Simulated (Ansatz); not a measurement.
The cell below belongs to a search over invented structures; it isn't taken from experiment.

Input and command of a plane-wave DFT calculation in Ansatz:

```yaml
crystal:
  lattice:
    - [5.6221808961, 0.0, 0.0]
    - [-2.8110904481, 4.8689514807, 0.0]
    - [0.0, 0.0, 8.8140141884]
  atoms:
    - { symbol: Ge, position: [0.0, 0.0, 0.7294060422] }
    - { symbol: Sb, position: [0.3333333333, 0.6666666667, 0.2348350025] }
    - { symbol: Sb, position: [0.6666666667, 0.3333333333, 0.2348350025] }
    - { symbol: Te, position: [0.3333333333, 0.6666666667, 0.5685466435] }
    - { symbol: Te, position: [0.6666666667, 0.3333333333, 0.5685466435] }
    - { symbol: Te, position: [0.3333333333, 0.6666666667, 0.9011581929] }
    - { symbol: Te, position: [0.6666666667, 0.3333333333, 0.9011581929] }
basis:
  ecutwfc: 420
kpoints:
  mp_grid: { grid: [6, 6, 2] }
hamiltonian:
  xc: pbe
scf:
  occupations: { method: gaussian, width: 0.1 }
  lower_state_search: "off"
output:
  forces: true
  stress: true
  eigenvalues: true
relax:
  adjacent_minimum: "off"
  f_tol: 0.04
  max_steps: 70
  cell: { stress_tol: 0.4 }
```

```bash
ansatz run input.yaml --threads 1 --pin off --max-ram 2560MiB --backend cpu --events-out ev --progress --plain --runs-dir out
```

Processor: AMD EPYC 7R13 Processor (Zen 3), 1 thread, on a host shared with other jobs.

Q: Estimate time, memory and problem size.

A: About 3.3 min, peak memory 0.62 GiB. It solves 65 bands at 14 k points (after reduction by symmetry) with about 4705 plane waves (on the last cell), in 81 SCF iterations over 12 ionic steps.
